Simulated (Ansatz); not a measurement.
## What a change of settings does: Na (bcc type)

First run: DFT, PBE, all-electron LAPW, scalar-relativistic (Ansatz 0.2.0).

Command: `ansatz run input.yaml --threads 1 --pin off --max-ram 2048MiB --backend cpu --events-out ev --progress --plain --runs-dir out` It took 6.3 s on 1 thread of Intel(R) Xeon(R) Platinum 8259CL CPU @ 2.50GHz (Skylake/Cascade Lake), on a shared host, peak memory 0.26 GiB.

```yaml
crystal:
  lattice:
    - [-1.7501072043, 1.7501072043, 1.7501072043]
    - [1.7501072043, -1.7501072043, 1.7501072043]
    - [1.7501072043, 1.7501072043, -1.7501072043]
  atoms:
    - { symbol: Na, position: [0.0, 0.0, 0.0] }
kpoints:
  mp_grid: { grid: [13, 13, 13] }
scf:
  occupations: { method: fermi_dirac, width: 0.05 }
hamiltonian:
  xc: pbe
  pseudopotentials: { kind: all_electron, lapw: { basis_error: 0.001 } }
output:
  forces: true
  stress: true
  eigenvalues: true
  populations: true
```

The base cell comes from a relaxation on PAW files under the same functional, and the cell shown is scaled from it.

This run: volume at 0.58 of the series' base cell.

It converges in 5 SCF iterations at a pressure of 11.70 GPa.

The input is then changed:

```diff
   atoms:
-    - { symbol: Na, position: [0.0, 0.0, 0.0] }
+    - { symbol: Na, position: [0.0, 0.0, 0.0], spin: 0.5 }
 kpoints:
   occupations: { method: fermi_dirac, width: 0.05 }
+  algorithm: direct_min
 hamiltonian:
   populations: true
+magnetization:
+  spin_polarized: true
```

Problem. Predict the outcome of the changed run.

Solution. It converges in 13 SCF iterations at a pressure of 11.70 GPa, cell moment 0.00 μB.
